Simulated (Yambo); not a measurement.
G0W0@LDA for LiHS (space group Pmc2_1, No. 26) in Yambo. Reference settings: 2×4×1 Γ-centred k mesh, bands 5 to 257 and a 7 Ry block in the screening, 257 bands in G with the Bruneval-Gonze terminator, plasmon pole fitted at 27.2 eV. The LDA gap Γ → Γ on this mesh is 3.23 eV; G0W0 gaps are taken between the same points.

The settings were changed. The gap went from 5.74 eV to 5.56 eV, and the shift of the valence edge from -1.44 eV to -1.28 eV.

Which change was made?
(A) 1×2×1 mesh
(B) 55 bands in W, 55 bands in G, 3 Ry block
(C) 55 bands in W, 55 bands in G, 4 Ry block
(D) 55 bands in W, 55 bands in G, 2 Ry block

A, 1×2×1 mesh. The others gave (gap, valence shift): 55 bands in W, 55 bands in G, 2 Ry block: 5.60, -0.84 eV; 55 bands in W, 55 bands in G, 3 Ry block: 5.63, -0.86 eV; 55 bands in W, 55 bands in G, 4 Ry block: 5.70, -0.91 eV.

Geometry of the Materials Project entry, not relaxed at this level; primitive cell a = 6.101 Å, b = 3.923 Å, c = 7.833 Å, α = β = γ = 90.00°.

A shift is the quasiparticle energy of the state minus its LDA energy.
